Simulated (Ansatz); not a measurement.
CaZn2P2:
```cif
data_CaP2Zn2
_chemical_formula_sum 'Ca1 Zn2 P2'
_space_group_name_H-M_alt 'P-3m1'
_space_group_IT_number 164
_space_group_name_Hall '-P 3 2"'
_cell_length_a 4.01310
_cell_length_b 4.01310
_cell_length_c 6.81299
_cell_angle_alpha 90.000
_cell_angle_beta 90.000
_cell_angle_gamma 120.000
loop_
_atom_site_label
_atom_site_type_symbol
_atom_site_symmetry_multiplicity
_atom_site_Wyckoff_symbol
_atom_site_fract_x
_atom_site_fract_y
_atom_site_fract_z
_atom_site_occupancy
Ca1 Ca 1 a 0.00000 0.00000 0.00000 1
Zn1 Zn 2 d 0.66667 0.33333 0.36682 1
P1 P 2 d 0.33333 0.66667 0.26350 1
```

Relaxed with r²SCAN.

Task: Tabulate the valence density and the electron localisation function along the shortest Ca–P contact (2.93 Å), the program Ansatz at the r²SCAN level (PAW).

Result: 

```csv
distance from Ca (Å),density (e/Å³),ELF
0.29,5.88,0.82
0.44,4.52,0.86
0.59,2.91,0.86
0.73,1.56,0.82
0.88,0.73,0.66
1.03,0.33,0.28
1.17,0.19,0.08
1.32,0.15,0.10
1.47,0.18,0.32
1.61,0.23,0.64
1.76,0.32,0.78
1.91,0.44,0.83
2.05,0.58,0.84
2.20,0.69,0.79
2.34,0.66,0.58
2.49,0.47,0.18
2.64,0.22,0.01
```

The density is the valence pseudo-density with augmentation charge, so density and ELF within about 1 Å of a nucleus are not all-electron values.

The first step of the workflow began from a Materials Project structure, measured or hypothetical; the Crystallography Open Database files this formula in space group No. 164, but the cells were not matched. Whether it is the stable phase at ambient conditions was not checked. The r²SCAN relaxation kept the symmetry of its start; whether a distortion lowers the energy is not shown.

Potentials: the later of the program's two PAW sets.
